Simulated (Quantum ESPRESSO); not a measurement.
## One change at a time to MgTi7

Calculated results; nothing here was measured. They come from Quantum ESPRESSO 7.5, a public plane-wave density functional program. Each row is one single-point run on a made-up periodic cell of eight metal atoms, with elements, volume, strain and displacements drawn at random and not relaxed, so a cell may be unstable or far from any real phase. There is no spin polarisation or spin-orbit coupling.

Settings: PBE unless stated; PseudoDojo standard norm-conserving files; Fermi-Dirac width 0.25 eV, which means electrons at about 2900 K; cutoff 1143 eV; 5 x 5 x 5 k mesh shifted half a step off Gamma. E is the free energy of the whole cell (internal energy minus TS), so a -TS column is already part of it. Stress is positive in tension, and the pressure P is minus a third of its trace.

Checks: one run of this series was repeated at a higher cutoff and on a denser mesh, which moved values by no more than 0.002 eV, 0.02 GPa and 0.003 eV/Å, and a second program with other atomic files agreed on it to 2 % rms in force and 0.5 GPa in pressure. Known limits: a spin test at this wide smearing found no moment, but such smearing suppresses magnetism that the real alloy may have.

The lattice is hexagonal close-packed, and the cell vectors in Å are (-0.004, 5.066, 0.033); (2.852, 0.029, 4.597); (2.861, -0.033, -4.602), a volume of 133.10 Å³ in run 1. The elements on sites 1 to 8 are Ti Mg Ti Ti Ti Ti Ti Ti. Each later run makes one change to run 1 and keeps the rest. E is counted from run 1, and is n/a where other atomic files have another zero of energy.

```
run                           change  V (Å³)  P (GPa)  -TS (eV)  rms force (eV/Å)  largest change of a force component (eV/Å)  E (eV)
  1                             none  133.10    10.01    -2.267             0.762                                       0.000   0.000
  2          sites 1 and 2 exchanged  133.10     9.81    -2.238             0.802                                       0.591  -0.017
  3    all lengths scaled by -0.72 %  130.24    12.81    -2.217             0.794                                       0.075       ?
  4              LDA in place of PBE  133.10     1.39    -2.305             0.668                                       0.216     n/a
  5                     Li on site 1  133.10     7.31    -2.334             0.645                                       0.942     n/a
  6  site 3 moved by -0.10 Å along y  133.10    10.18    -2.278             0.834                                       0.601   0.110
```

## Worked estimate

Along a uniform scaling dE = -P dV. The mean of the two pressures is 11.410 GPa and the volume changes by -2.86 Å³, with 160.2 GPa to one eV/Å³. The same two rows give -V dP/dV = 129 GPa for this cell with clamped atoms, which is not the bulk modulus of a real alloy.

## Withheld value

Question: what E should run 3 give?

The estimate is 0.204 eV. The calculation gave 0.203 eV.
